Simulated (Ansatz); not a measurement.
A 12-atom cell of HfSn3O8 built on the rutile structure (relaxed group Cmmm) was relaxed with 3 functionals in the PAW code Ansatz, cell and atoms free, the symmetry of the start kept (meshes: PBE 6×6×4, r2SCAN 6×6×4, PBEsol 6×6×4). Note: simulated data, non-magnetic, for a generated structure that need not be the stable one.

The r2SCAN result:
```cif
data_structure
_symmetry_space_group_name_H-M 'P 1'
_symmetry_Int_Tables_number 1
_cell_length_a 4.7825
_cell_length_b 4.7825
_cell_length_c 6.4164
_cell_angle_alpha 90.000
_cell_angle_beta 90.000
_cell_angle_gamma 89.804
_cell_volume 146.76
loop_
_atom_site_label
_atom_site_type_symbol
_atom_site_fract_x
_atom_site_fract_y
_atom_site_fract_z
_atom_site_occupancy
Sn1 Sn 0.50000 0.50000 0.00000 1
Sn2 Sn 0.00000 0.00000 0.75091 1
O1 O 0.19527 0.19527 0.00000 1
O2 O 0.80473 0.80473 0.00000 1
O3 O 0.69536 0.30464 0.75126 1
O4 O 0.30464 0.69536 0.75126 1
Hf1 Hf 0.50000 0.50000 0.50000 1
Sn3 Sn 0.00000 0.00000 0.24909 1
O5 O 0.19287 0.19287 0.50000 1
O6 O 0.80713 0.80713 0.50000 1
O7 O 0.69536 0.30464 0.24874 1
O8 O 0.30464 0.69536 0.24874 1
```

It is orthorhombic, Cmmm (No. 65); a = 6.752 Å, b = 6.775 Å, c = 6.416 Å in the conventional setting, 12.23 Å³ an atom. Around Sn lie 6 O at 2.06–2.07 Å; around O lie 3 Sn at 2.06–2.07 Å; around O lie 2 Sn at 2.06–2.07 Å and 1 Hf at 2.08 Å; around Hf lie 6 O at 2.08 Å; around O lie 2 Sn at 2.07 Å and 1 Hf at 2.08 Å.

Q: How does the cell change with PBEsol?

A: a = 6.760 Å, b = 6.783 Å, c = 6.429 Å; the volume differs by +0.4 % from r2SCAN's. Around Sn lie 6 O at 2.07–2.08 Å; around Sn lie 6 O at 2.06–2.08 Å; around O lie 3 Sn at 2.07–2.08 Å (further sites aren't listed).

Q: How does the cell change with PBE?

A: a = 6.837 Å, b = 6.860 Å, c = 6.484 Å; the volume differs by +3.6 % from r2SCAN's. Sn has 6 O at 2.09–2.10 Å; O has 3 Sn at 2.09–2.10 Å (further sites aren't listed).

Q: Held at the r2SCAN cell, what mean stress does PBE find, and does its sign point to its own minimum?

A: Yes. PBE +7.04 GPa, and its relaxed volume is +3.6 % from r2SCAN's. Compression counts positive, so a positive stress asks for a larger cell.
